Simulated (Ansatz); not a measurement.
A relaxation computed with Ansatz, from input to last step.

```yaml
crystal:
  lattice:
    - [0.0, 2.0735893378, 2.0735893378]
    - [2.0735893378, 0.0, 2.0735893378]
    - [2.0735893378, 2.0735893378, 0.0]
  atoms:
    - { symbol: Ag, position: [0.0, 0.0, 0.0] }
basis:
  ecutwfc: 420
kpoints:
  mp_grid: { grid: [18, 18, 18] }
hamiltonian:
  xc: lda
scf:
  occupations: { method: gaussian, width: 0.1 }
output:
  forces: true
  stress: true
  eigenvalues: true
relax:
  adjacent_minimum: "off"
  f_tol: 0.005
  max_steps: 50
  cell: { stress_tol: 0.05 }
```

```bash
ansatz run input.yaml --threads 1 --pin off --max-ram 2560MiB --backend cpu --events-out ev --progress --plain --runs-dir out
```

Computed with DFT LDA, scalar-relativistic, plane waves, PAW in Ansatz 0.2.0.

Of 5 frames 5 are shown, positions in Å and forces in eV/Å; the SCF threshold varies from step to step. Steps run on the plane waves of an earlier cell, with a Pulay correction in the pressure. The basis is chosen afresh for the last frame, the zero of the energies, and at times for earlier ones too; energy and pressure step there, also at an unchanged geometry.

```xyz
1
Lattice="0.0000 2.0736 2.0736 2.0736 0.0000 2.0736 2.0736 2.0736 0.0000" Properties=species:S:1:pos:R:3:forces:R:3 pbc="T T T" step=1 free_energy_over_end_meV_per_atom=70.35 pressure_GPa=-11.04
Ag    0.0000    0.0000    0.0000    0.0000    0.0000    0.0000
1
Lattice="0.0000 1.9725 1.9725 1.9725 0.0000 1.9725 1.9725 1.9725 0.0000" Properties=species:S:1:pos:R:3:forces:R:3 pbc="T T T" step=2 free_energy_over_end_meV_per_atom=13.09 pressure_GPa=6.75
Ag    0.0000    0.0000    0.0000    0.0000    0.0000    0.0000
1
Lattice="0.0000 2.0085 2.0085 2.0085 0.0000 2.0085 2.0085 2.0085 0.0000" Properties=species:S:1:pos:R:3:forces:R:3 pbc="T T T" step=3 free_energy_over_end_meV_per_atom=0.61 pressure_GPa=-1.54
Ag    0.0000    0.0000    0.0000    0.0000    0.0000    0.0000
1
Lattice="0.0000 2.0011 2.0011 2.0011 0.0000 2.0011 2.0011 2.0011 0.0000" Properties=species:S:1:pos:R:3:forces:R:3 pbc="T T T" step=4 free_energy_over_end_meV_per_atom=-0.32 pressure_GPa=-0.05
Ag    0.0000    0.0000    0.0000    0.0000    0.0000    0.0000
1
Lattice="0.0000 2.0011 2.0011 2.0011 0.0000 2.0011 2.0011 2.0011 0.0000" Properties=species:S:1:pos:R:3:forces:R:3 pbc="T T T" step=5 free_energy_over_end_meV_per_atom=0.00 pressure_GPa=-0.04
Ag    0.0000    0.0000    0.0000    0.0000    0.0000    0.0000
```

It took 15 s on 1 thread of Intel(R) Xeon(R) Platinum 8259CL CPU @ 2.50GHz (Skylake/Cascade Lake) (shared host), peak memory 0.38 GiB.